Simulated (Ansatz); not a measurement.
NiP₂O₆:
```yaml
crystal:
  lattice:
    - [5.80891, 4.10866, 0.00000]
    - [-5.80891, 4.10866, 0.00000]
    - [-4.69766, 0.00000, 8.66333]
  atoms:
    - { symbol: Ni, position: [0.44257, 0.44257, 0.75000] }
    - { symbol: Ni, position: [0.55743, 0.55743, 0.25000] }
    - { symbol: Ni, position: [0.50000, 0.00000, 0.00000] }
    - { symbol: Ni, position: [0.00000, 0.50000, 0.50000] }
    - { symbol: P, position: [0.22925, 0.24980, 0.02318] }
    - { symbol: P, position: [0.77075, 0.75020, 0.97682] }
    - { symbol: P, position: [0.24980, 0.22925, 0.47682] }
    - { symbol: P, position: [0.75020, 0.77075, 0.52318] }
    - { symbol: P, position: [0.81014, 0.20578, 0.80212] }
    - { symbol: P, position: [0.18986, 0.79422, 0.19788] }
    - { symbol: P, position: [0.20578, 0.81014, 0.69788] }
    - { symbol: P, position: [0.79422, 0.18986, 0.30212] }
    - { symbol: O, position: [0.65059, 0.58257, 0.90590] }
    - { symbol: O, position: [0.34941, 0.41743, 0.09410] }
    - { symbol: O, position: [0.58257, 0.65059, 0.59410] }
    - { symbol: O, position: [0.41743, 0.34941, 0.40590] }
    - { symbol: O, position: [0.30597, 0.20859, 0.91605] }
    - { symbol: O, position: [0.69403, 0.79141, 0.08395] }
    - { symbol: O, position: [0.20859, 0.30597, 0.58395] }
    - { symbol: O, position: [0.79141, 0.69403, 0.41605] }
    - { symbol: O, position: [0.61481, 0.21582, 0.82287] }
    - { symbol: O, position: [0.38519, 0.78418, 0.17713] }
    - { symbol: O, position: [0.21582, 0.61481, 0.67713] }
    - { symbol: O, position: [0.78418, 0.38519, 0.32287] }
    - { symbol: O, position: [0.03392, 0.18643, 0.34617] }
    - { symbol: O, position: [0.96608, 0.81357, 0.65383] }
    - { symbol: O, position: [0.18643, 0.03392, 0.15383] }
    - { symbol: O, position: [0.81357, 0.96608, 0.84617] }
    - { symbol: O, position: [0.71026, 0.00150, 0.43373] }
    - { symbol: O, position: [0.28974, 0.99850, 0.56627] }
    - { symbol: O, position: [0.00150, 0.71026, 0.06627] }
    - { symbol: O, position: [0.99850, 0.28974, 0.93373] }
    - { symbol: O, position: [0.68832, 0.15897, 0.14906] }
    - { symbol: O, position: [0.31168, 0.84103, 0.85094] }
    - { symbol: O, position: [0.15897, 0.68832, 0.35094] }
    - { symbol: O, position: [0.84103, 0.31168, 0.64906] }
```
The run is spin-polarised; directions of the spins, atom by atom: ↑ ↑ ↑ ↑ 0 0 0 0 0 0 0 0 0 0 0 0 0 0 0 0 0 0 0 0 0 0 0 0 0 0 0 0 0 0 0 0.

Relaxed with r²SCAN. Special points in fractions of this cell's reciprocal vectors: Γ (0.000, 0.000, 0.000); C (0.412, 0.412, 0.000); C2 (-0.412, 0.588, 0.000); Y2 (-0.500, 0.500, 0.000); M2 (-0.500, 0.500, 0.500); D (-0.321, 0.679, 0.500); D2 (0.321, 0.321, 0.500); A (0.000, 0.000, 0.500); L2 (0.000, 0.500, 0.500); V2 (0.000, 0.500, 0.000).

Task: List the band energies nearest the valence-band maximum at these points for r²SCAN (plane waves, PAW; program Ansatz).

Result: In eV from the valence-band maximum; about four levels below and three above (degenerate sets whole), none deeper than 8.9 eV; points with the same levels are listed once.

| k | below | above |
|---|---|---|
| Γ ↑ | -0.76 -0.60 -0.59 -0.15 | 5.03 7.40 7.43 |
| C ↑ | -0.71 -0.54 -0.52 -0.30 | 6.87 7.09 7.21 |
| Y2 ↑ | -0.71 -0.54 -0.50 -0.25 | 6.77 7.10 7.28 |
| M2 ↑ | -0.60 -0.60 -0.52 -0.52 | 6.69 6.69 7.63 7.63 |
| D ↑ | -0.65 -0.65 -0.40 -0.40 | 6.93 6.93 7.09 7.09 |
| A ↑ | -0.62 -0.62 -0.53 -0.53 | 5.94 5.94 7.63 7.63 |
| L2 ↑ | -0.74 -0.63 -0.46 -0.35 | 6.58 6.62 7.30 |
| V2 ↑ | -0.64 -0.59 -0.53 -0.47 | 6.39 6.61 7.25 |
| Γ ↓ | -0.14 -0.13 -0.11 -0.02 | 3.19 3.21 3.22 |
| C ↓ | -0.21 -0.11 -0.03 0.00 | 3.19 3.21 3.21 |
| Y2 ↓ | -0.24 -0.23 -0.12 -0.02 0.00 | 3.19 3.20 3.20 |
| M2 ↓ | -0.13 -0.13 -0.03 -0.03 | 3.21 3.21 3.27 3.27 |
| D ↓ | -0.11 -0.11 -0.05 -0.05 | 3.20 3.20 3.27 3.27 |
| A ↓ | -0.14 -0.14 -0.09 -0.09 | 3.22 3.22 3.32 3.32 |
| L2 ↓ | -0.13 -0.11 -0.10 -0.04 | 3.16 3.25 3.25 |
| V2 ↓ | -0.12 -0.09 -0.09 -0.02 | 3.19 3.20 3.28 |

Space group C2/c. The workflow started from a Materials Project entry (that database holds measured and hypothetical structures alike); the Crystallography Open Database copy checked does not list it. Whether it is the stable phase at ambient conditions was not checked. Symmetry was held in the r²SCAN relaxation; whether a distortion lowers the energy is not shown. Spin order of the final state: ferromagnetic, chosen from 2 collinear starts compared on coarse meshes (ties went to the first, and starts can fall back to one state), not a proven ground state. Other orbital occupations within this spin state were not tried. No Hubbard U is applied.

Potentials: the later of the program's two PAW sets.
